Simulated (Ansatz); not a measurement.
# Magnetic order of CoO at several levels

```xyz
4
Lattice="0.0000 4.2630 4.2630 2.1315 0.0000 2.1315 2.1315 2.1315 0.0000" Properties=species:S:1:pos:R:3 pbc="T T T"
Co    0.0000    0.0000    0.0000
O     2.1315    2.1315    2.1315
Co    0.0000    2.1315    2.1315
O     2.1315    4.2630    4.2630
```

The same starts (parallel, antiparallel patterns that fit this cell, and no moments) were run with plane-wave PAW DFT (Ansatz 0.2.0; atoms fixed, collinear spin, no spin-orbit coupling; 5×10×10 Γ-centred mesh, fermi-dirac occupations of width 0.050 eV) at these levels: PBE, 420 eV; PBE with U_eff = 3.3 eV on Co d (all-electron-ortho-atomic projectors), 420 eV; r2SCAN, 500 eV.

**Question.** How do order, exchange and moments depend on the level?

**Answer.** The runs give, at zero smearing:

| level | lowest state | mean moment on Co (μB) | parallel less best compensated antiparallel (meV per Co) | gain over no moments (meV per Co) |
| --- | --- | --- | --- | --- |
| PBE | antiparallel, compensated | 2.38 | +141 | 643 |
| PBE + U | antiparallel, compensated | 2.53 | +98 | 1621 |
| r2SCAN | antiparallel, compensated | 2.52 | +101 | 1276 |

Site moments are taken in small spheres that don't touch (radius about 0.4 of the atom's shortest bond), so those of the magnetic atoms read low. All levels favour antiparallel moments: the difference runs from +98 to +141 meV per Co.

The cell is that of a Crystallography Open Database entry, unchanged but doubled along one cell vector so that moments can oppose.

Caveats: only orders that fit this cell were tried, so the true order may need a larger cell or canted moments; atoms and cell are held at the entry's values; differences under about 5 meV per magnetic atom weren't tested against a denser mesh or another U, and are taken as unresolved; the U is a value in common use, not computed for this crystal; the state without moments isn't the paramagnet, so the last column is no ordering energy, and a U inflates it; the entry's cell stands up to +6 GPa off zero pressure at these levels; the nearest magnetic atoms form triangles, which frustrates antiparallel coupling, so the true order may be non-collinear or need another cell.
